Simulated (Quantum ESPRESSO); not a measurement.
# Where does Zn sit best among Mg sites?

These are calculations, not measurements. They come from pw.x of Quantum ESPRESSO 7.5, a plane-wave density functional program, with PseudoDojo standard norm-conserving files (v0.5 for PBE, v0.4.1 for LDA and PBEsol). The cells are made up: elements, strain and atom displacements were drawn at random, and nothing was relaxed. There is no spin polarisation, spin-orbit coupling or dispersion term.

The cell has 8 sites of a zincblende or diamond lattice. Sites 1 to 4 hold X X X X; sites 5 to 8 hold S S S Mg. Cell vectors in Å: (5.626, -0.051, -0.048); (-0.051, 5.725, -0.028); (-0.048, -0.028, 5.646). Settings: PBE, cutoff 1143 eV, 6 x 6 x 6 k mesh shifted by half a step, Fermi-Dirac smearing of 0.1 eV.

In each run one of the sites marked X holds Zn and the others hold Mg; cell and positions stay the same. E is the free energy of the cell.

| site of the guest | first shell | mean distance (Å) | E above the lowest (eV) | P (GPa) | force on the guest (eV/Å) |
| --- | --- | --- | --- | --- | --- |
| 1 | MgS3 | 2.418 | 0.000 | 5.94 | 2.906 |
| 2 | MgS3 | 2.401 | 0.178 | 5.57 | 1.422 |
| 3 | MgS3 | 2.526 | 0.442 | 6.02 | 1.061 |
| 4 | MgS3 | 2.484 | 0.365 | 5.94 | 1.243 |

A rerun of one of these cells at 1437 eV and k mesh 8 x 8 x 8 moved values by no more than 0.002 eV in the cell's energy, 0.04 GPa in stress and 0.007 eV/Å in force.

## Reading the table

Site 1 is lowest, by 0.178 eV, over three times the rerun's bound. A straight line of energy against the mean distance has a slope of 3.0 ± 1.2 eV/Å, so these few sites cannot settle whether the distance sets the order. The positions are random and not relaxed, so the differences hold for this frozen cell and are not site preferences of a real crystal.